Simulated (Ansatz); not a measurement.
This cell of GaAs (zinc blende) is off equilibrium:

```
CELL_PARAMETERS angstrom
      0.00000     5.74607     5.74607
      2.87304     0.00000     2.87304
      2.87304     2.87304     0.00000
ATOMIC_POSITIONS crystal
  As 0.40213 0.73191 0.73191
  As 0.84787 0.76809 0.76809
  Ga 0.02561 0.98293 0.98293
  Ga 0.47439 0.01707 0.01707
```

These are PBE (plane waves to 420 eV, PAW, scalar-relativistic; Ansatz, a first-principles code) values and carry that method's errors. k mesh 5×10×10 (Γ-centred), Fermi-Dirac smearing 0.05 eV. Compression counts positive. As the smearing reaches across the gap at some points, energies and forces of such displacements shift with the k mesh and the smearing. GaAs was relaxed with its symmetry unable to fall. The PAW data are Ansatz's earlier set.

Problem. What forces act on the atoms (eV/Å, Cartesian)?

Solution. 
```csv
atom,Fx,Fy,Fz
As1,0.801,-0.801,-0.801
As2,-1.147,1.147,1.147
Ga3,1.016,-1.016,-1.016
Ga4,-0.670,0.670,0.670
```

Problem. What is the stress tensor (GPa)?

Solution. 
```
    0.7      1.0      1.0
    1.0      0.7     -1.0
    1.0     -1.0      0.7
```
The pressure, a third of the trace, is 0.7 GPa.

(For displaced atoms, the force is minus the slope of the energy, and its curvature is a force constant, which sets phonon frequencies.)
